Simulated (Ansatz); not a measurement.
Cd (hcp, Mg type)

```cif
data_Cd2
_chemical_formula_sum 'Cd2'
_space_group_name_H-M_alt 'P63/mmc'
_space_group_IT_number 194
_space_group_name_Hall '-P 6c 2c'
_cell_length_a 3.01606
_cell_length_b 3.01606
_cell_length_c 5.81912
_cell_angle_alpha 90.000
_cell_angle_beta 90.000
_cell_angle_gamma 120.000
loop_
_atom_site_label
_atom_site_type_symbol
_atom_site_symmetry_multiplicity
_atom_site_Wyckoff_symbol
_atom_site_fract_x
_atom_site_fract_y
_atom_site_fract_z
_atom_site_occupancy
Cd1 Cd 2 d 0.66667 0.33333 0.25000 1
```

E(V) scan at fixed shape, V₀ the volume above. Symmetry pins the atoms to their sites.

All values below come from PBE (plane waves to 420 eV, PAW, scalar-relativistic; Ansatz, a quantum-chemistry and plane-wave program). k mesh 18×18×8 (Γ-centred), Fermi-Dirac smearing 0.05 eV. E stands for the smeared free energy. With the shape held, the modulus is that of even scaling; a crystal free to change shape is softer. Cd was relaxed with its symmetry unable to fall. The relaxed volume of Cd is well above the measured one; the method has no dispersion term. ΔE is measured from the relaxed starting cell. The last digit holds for this mesh only.

```json
[
 {"V (Å³/atom)": "21.546", "ΔE (meV/atom)": "13.3"},
 {"V (Å³/atom)": "21.775", "ΔE (meV/atom)": "9.0"},
 {"V (Å³/atom)": "22.004", "ΔE (meV/atom)": "5.6"},
 {"V (Å³/atom)": "22.234", "ΔE (meV/atom)": "3.1"},
 {"V (Å³/atom)": "22.463", "ΔE (meV/atom)": "1.3"},
 {"V (Å³/atom)": "22.692", "ΔE (meV/atom)": "0.3"},
 {"V (Å³/atom)": "22.921", "ΔE (meV/atom)": "0.0"},
 {"V (Å³/atom)": "23.150", "ΔE (meV/atom)": "0.3"},
 {"V (Å³/atom)": "23.380", "ΔE (meV/atom)": "1.2"},
 {"V (Å³/atom)": "23.609", "ΔE (meV/atom)": "2.6"},
 {"V (Å³/atom)": "23.838", "ΔE (meV/atom)": "4.6"},
 {"V (Å³/atom)": "24.067", "ΔE (meV/atom)": "7.0"},
 {"V (Å³/atom)": "24.296", "ΔE (meV/atom)": "9.8"}
]
```

**Question.** What is the fitted pressure derivative B₀′?

**Answer.** 6.7.

**Question.** What bulk modulus at fixed cell shape B₀ follows from a third-order Birch-Murnaghan fit?

**Answer.** 44.2 GPa.

(Under strain, the slope of the energy per volume gives the stress and its curvature an elastic modulus.)
